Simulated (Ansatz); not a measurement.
## Trial structures of H4RuCl: starts and ends

Method: DFT PBE, scalar-relativistic, plane waves, PAW (Ansatz 0.2.0). All cells share a 420 eV cutoff and Γ-centred k meshes spaced at most about 0.3 Å⁻¹ (about 0.25 or finer for metals, 2π included). Collinear spin in cells that started with moments and kept them past the coarse steps, no spin elsewhere.

Each guess was relaxed in cell and atoms at zero pressure, within the symmetry of its start. These are static total energies at zero pressure. Coordination counts Cl or H atoms around Ru (for each partner element, those within 1.25 times its shortest distance or 1.15 times the sum of covalent radii, where it is the nearest in units of that sum or under 1.3).

```tsv
guess	made from	start group	V start (Å³/atom)	end group	V end (Å³/atom)	coordination at the end	gap on mesh (eV)	largest moment (μB)	E over the lowest end (meV/atom)
1	Na4SeS type	P4/mmm	13.3	P4/mmm	11.3	Ru 8	0	0.0	0
2	CaErAl4 type	F-43m	13.5	F-43m	7.7	Ru 4	0	-	919
3	NbVB4 type	P6/mmm	10.3	?	?	?	?	?	?
4	RbAlF4 type	P4/mmm	9.9	P4/mmm	9.6	Ru 6	0	1.0	447
5	H4BrN type	P-43m	10.3	P-43m	12.7	Ru 4	0	0.5	397
```

Guess 3 as it starts:

```cif
data_structure
_symmetry_space_group_name_H-M 'P6/mmm'
_symmetry_Int_Tables_number 191
_cell_length_a 3.2466
_cell_length_b 3.2466
_cell_length_c 6.7617
_cell_angle_alpha 90.000
_cell_angle_beta 90.000
_cell_angle_gamma 120.000
_cell_volume 61.72
loop_
_atom_site_label
_atom_site_type_symbol
_atom_site_symmetry_multiplicity
_atom_site_Wyckoff_symbol
_atom_site_fract_x
_atom_site_fract_y
_atom_site_fract_z
_atom_site_occupancy
H1 H 4 h 0.33333 0.66667 0.73408 1
Ru1 Ru 1 a 0.00000 0.00000 0.00000 1
Cl1 Cl 1 b 0.00000 0.00000 0.50000 1
```

Question: Predict the end of this guess and its energy over the lowest end.

Answer: It ends in space group P6/mmm (No. 191), with a = 3.098 Å, c = 5.500 Å, 7.6 Å³/atom and no gap, without spin. It lies 260 meV/atom over the lowest end, above guess 1 and below guess 5. Counting Cl or H atoms around Ru, this end has Ru 14 and the lowest (guess 1) has Ru 8.

```
H Ru Cl
1.0
     3.09754    0.00000    0.00000
    -1.54877    2.68255    0.00000
     0.00000    0.00000    5.50037
H Ru Cl
4 1 1
Direct
  0.33333 0.66667 0.84753
  0.33333 0.66667 0.15247
  0.66667 0.33333 0.84753
  0.66667 0.33333 0.15247
  0.00000 0.00000 0.00000
  0.00000 0.00000 0.50000
```

Formation energies are uncorrected and refer to the elements' standard structures at the same level (Cl₂, H₂ as molecules).

Question: Is the lowest end bound against the elements?

Answer: No: its formation energy is +0.21 eV/atom. It can't be a ground state, since the elements alone are lower.

No dispersion correction is applied, so the spacing and binding between layers, chains or molecules are poorly described (P4/mmm at 11.3 Å³/atom, P-43m), and this can change margins and order among such cells. With hydrogen, zero-point motion can shift formation energies by some tens of meV/atom. Another magnetic order may lie lower. Cells relaxed within their symmetry can be saddle points. A lower structure may well exist outside this small set. Some structure types and database cells were kept out of the candidates from the start, so a known form may be missing.
